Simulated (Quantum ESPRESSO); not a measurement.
Parts of the isotropic shielding in Rb₂ScCuF₆, by PBE GIPAW (a modified build of Quantum ESPRESSO, JTH PAW datasets), 22.5 Ha, k-mesh 5×5×5 shifted:

```
CuRb2ScF6
1.0
    0.00000     4.33279     4.33279
    4.33279     0.00000     4.33279
    4.33279     4.33279     0.00000
Rb Sc Cu F
2 1 1 6
Direct
  0.75000   0.75000   0.75000
  0.25000   0.25000   0.25000
  0.00000   0.00000   0.00000
  0.50000   0.50000   0.50000
  0.76414   0.23586   0.23586
  0.23586   0.76414   0.76414
  0.23586   0.76414   0.23586
  0.76414   0.23586   0.76414
  0.23586   0.23586   0.76414
  0.76414   0.76414   0.23586
```
The geometry is a computed Materials Project entry, not a measured one. It is Rb2ScCuF6 in Fm-3m; whether this form has been observed was not checked. Stability against distortions was not tested. The run has no spin polarisation.

The core term is that of the free atom's frozen core; the paramagnetic column sums the reconstruction terms. These are absolute shieldings with no macroscopic susceptibility term; δ = σ_ref − σ needs a reference computed alike. By our sweeps, such settings leave a few ppm in absolute σ on light atoms and up to some 20 ppm from Zn on. No spin–orbit coupling; Rb is the heaviest element present. PBE places the empty d or f states of Sc too low, which is known to distort σ on and beside such ions. Static lattice: thermal averaging is not included.

```csv
site,core,bare (smooth current),diamagnetic correction,paramagnetic corrections,σ_iso (ppm)
"Rb (atoms 1, 2)",3328.1,117.1,-23.4,(withheld),(withheld)
Sc (atom 3),1337.1,52.3,92.3,(withheld),(withheld)
Cu (atom 4),1921.1,70.0,432.5,(withheld),(withheld)
"F (atoms 5, 6, 7, 8, 9, 10)",306.4,64.1,50.6,(withheld),(withheld)
```

### Question
Complete the blanks.

### Answer

- Rb (atoms 1, 2), paramagnetic corrections: -248.2
- Rb (atoms 1, 2), σ_iso (ppm): 3173.6
- Sc (atom 3), paramagnetic corrections: -748.3
- Sc (atom 3), σ_iso (ppm): 733.5
- Cu (atom 4), paramagnetic corrections: -637.6
- Cu (atom 4), σ_iso (ppm): 1786.1
- F (atoms 5, 6, 7, 8, 9, 10), paramagnetic corrections: -244.2
- F (atoms 5, 6, 7, 8, 9, 10), σ_iso (ppm): 177.0
